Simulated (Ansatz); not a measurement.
Polymorphs of SnO2, each relaxed with PBEsol (plane waves, PAW; program Ansatz):

A: rutile (P4_2/mnm)
a = b = 4.769 Å, c = 3.211 Å, α = β = γ = 90.00°

```tsv
atom	site	symmetry	x	y	z
Sn	2a	m.mm	0.0000	0.0000	0.0000
O	4g	m.2m	0.1937	0.1937	0.5000
```

B: P4_2/nmc
a = 3.557 Å, b = 3.557 Å, c = 5.400 Å, α = 90.00°, β = 90.00°, γ = 90.00°

```
atom  site  symmetry       x       y       z
----  ----  --------  ------  ------  ------
Sn      2a      -4m2  0.0000  0.0000  0.0000
O       4d      2mm.  0.0000  0.5000  0.1821
```

Order them by energy per atom at 0 K (lowest first) at the level PBEsol.

A (+0 meV/atom), B (+144 meV/atom)

Give each one's gap.

A 0.92 eV; B 0.94 eV.

Constructed cells (a structure type filled with these elements, in neither database checked): B. Not the usual ambient phase: B. Unstable at this level: B. All cells were relaxed under the symmetry of their starts (and spin orders); stability against distortions was not tested throughout. Scalar-relativistic: spin–orbit coupling is off unless named, which matters more the heavier the elements.

Energies hold the estimated change up to a 700 eV cutoff; steps of a few meV lie near the error of the meshes.

Potentials: the earlier of the program's two PAW sets. The files were generated under PBE; for other functionals the program regenerates the frozen cores, and for LDA and PBEsol the local potential too.
